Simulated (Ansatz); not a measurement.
# Does relaxation matter for the field gradients of CdSe with phosphorus replacing Se?

Start: a supercell of CdSe (wurtzite type, P6_3mc) built from a structure deposited in the COD (the entry's cell lengths or inner coordinates differ somewhat from later room-temperature determinations), with all atoms left at the host's positions.

Space group P3m1 (No. 156); a = 8.6000, c = 14.0400 Å, γ = 120.00°.

```csv
site,Wyckoff,site symmetry,x,y,z
Cd1,1a,3m.,0.0000,0.0000,0.0000
Cd2,1a,3m.,0.0000,0.0000,0.5000
Cd3,3d,.m.,0.0000,0.5000,0.0000
Cd4,3d,.m.,0.0000,0.5000,0.5000
Cd9,3d,.m.,0.1667,0.8333,0.2500
Cd10,3d,.m.,0.1667,0.8333,0.7500
Cd15,1c,3m.,0.6667,0.3333,0.2500
Cd16,1c,3m.,0.6667,0.3333,0.7500
P,1a,3m.,0.0000,0.0000,0.1925
Se18,1a,3m.,0.0000,0.0000,0.6925
Se19,3d,.m.,0.0000,0.5000,0.1925
Se20,3d,.m.,0.0000,0.5000,0.6925
Se25,3d,.m.,0.1667,0.8333,0.4425
Se26,3d,.m.,0.1667,0.8333,0.9425
Se31,1c,3m.,0.6667,0.3333,0.4425
Se32,1c,3m.,0.6667,0.3333,0.9425
```

One atom of each set is listed.

All values are calculated (Ansatz; DFT, PBE, plane waves and PAW, scalar-relativistic, 420 eV cutoff, Γ-centred 3×3×2 k-points, Fermi–Dirac smearing 0.01 eV, cell charge -1), not measured.

The largest force at the start is 1.5 eV/Å. Relaxing the ions at fixed cell moves them by 0.222 Å at most (atom 1, Cd) and 0.079 Å rms.

```csv
site,moved (Å),first shell before,first shell after,V_zz before (10²¹ V/m²),η before
Cd1,0.222,"3 Se at 2.61 Å, 1 P at 2.70 Å","1 P at 2.47 Å, 3 Se at 2.68 Å",-2.52,0.00
Cd3,0.082,4 Se at 2.61–2.70 Å,4 Se at 2.63–2.66 Å,2.35,0.13
Cd4,0.015,4 Se at 2.61–2.70 Å,4 Se at 2.63–2.65 Å,3.57,0.12
Cd9,0.157,"3 Se at 2.61–2.70 Å, 1 P at 2.61 Å","1 P at 2.46 Å, 3 Se at 2.66–2.69 Å",5.69,0.99
Cd10,0.036,4 Se at 2.61–2.70 Å,4 Se at 2.62–2.64 Å,2.06,0.01
Cd16,0.097,4 Se at 2.61–2.70 Å,4 Se at 2.62–2.64 Å,2.68,0.00
P,0.015,4 Cd at 2.61–2.70 Å,4 Cd at 2.46–2.47 Å,-0.007,0.00
Se18,0.050,4 Cd at 2.61–2.70 Å,4 Cd at 2.64–2.66 Å,-2.34,0.00
Se19,0.046,4 Cd at 2.61–2.70 Å,4 Cd at 2.63–2.66 Å,-3.33,0.32
Se20,0.044,4 Cd at 2.61–2.70 Å,4 Cd at 2.64–2.65 Å,-2.45,0.12
Se25,0.043,4 Cd at 2.61–2.70 Å,4 Cd at 2.63–2.69 Å,-4.38,0.12
Se26,0.048,4 Cd at 2.61–2.70 Å,4 Cd at 2.62–2.68 Å,-2.53,0.37
Se32,0.019,4 Cd at 2.61–2.70 Å,4 Cd at 2.62–2.66 Å,-0.96,0.00
```

Task: What are V_zz and η after the relaxation?

Result: 

| site | V_zz after | η after | change of V_zz |
| --- | --- | --- | --- |
| Cd1 | -10.57 | 0.00 | -8.05 |
| Cd3 | -1.55 | 0.99 | -3.90 |
| Cd4 | 1.20 | 0.17 | -2.37 |
| Cd9 | -10.42 | 0.15 | – |
| Cd10 | -0.84 | 0.10 | -2.90 |
| Cd16 | -1.55 | 0.00 | -4.23 |
| P | 0.63 | 0.00 | +0.63 |
| Se18 | -0.77 | 0.00 | +1.57 |
| Se19 | 2.59 | 0.96 | – |
| Se20 | 0.25 | 0.19 | – |
| Se25 | -2.96 | 0.20 | +1.42 |
| Se26 | -2.72 | 0.89 | -0.19 |
| Se32 | 1.95 | 0.00 | +2.91 |

The largest change of V_zz along a kept axis is on Cd1, from -2.52 to -10.57. On Se26, Cd3 V_xx and V_yy change places (or their axes turn by over 50°), so the two values of η hide a larger change. V_zz changes sign on Cd16 (same axis), Cd3 (axis turned by 15°), Cd10 (same axis), Se32 (same axis). On Cd9, Se19, Se20 the largest principal value lies along another axis in the second run, so the two V_zz can't be compared directly. The table leaves out 3 of the 16 sites, with |V_zz| up to 4.27; their tensors move by 1.82 at most along any direction. The statements above cover all sites. The electronic state changes along with the positions (a gap opens), so the changes aren't those of geometry alone. The host's own positions weren't relaxed first, so part of the change far from the defect can be the host's relaxation.

The defect repeats with the cell of 32 atoms, so it feels its images: sites between two images don't show the values beside a lone defect, and zeros or small values of η there can come from the images' arrangement. Cd and Se carry a gradient in the pure host already, so the values there aren't the defect's effect alone. A uniform background compensates the cell's charge. Without spin–orbit coupling (the program notes it for Cd) the gradients can shift somewhat, as the gap is small.
Before: The run isn't spin-polarised, and a state with spin may lie lower. The defect cell has no gap above 0.1 eV on its mesh, so the values can hang on the smearing and the k-mesh. The neighbours have not yet relaxed around the defect (largest force 1.5 eV/Å), so a real crystal will differ.
After: The relaxation keeps the site symmetry 3m of the start, so the impurity can move only along its axis; a start off the site could end lower. With a gap of 0.4 eV on this mesh, small gradients can still move by 0.1 × 10²¹ V/m² or more as the k-mesh gets denser.
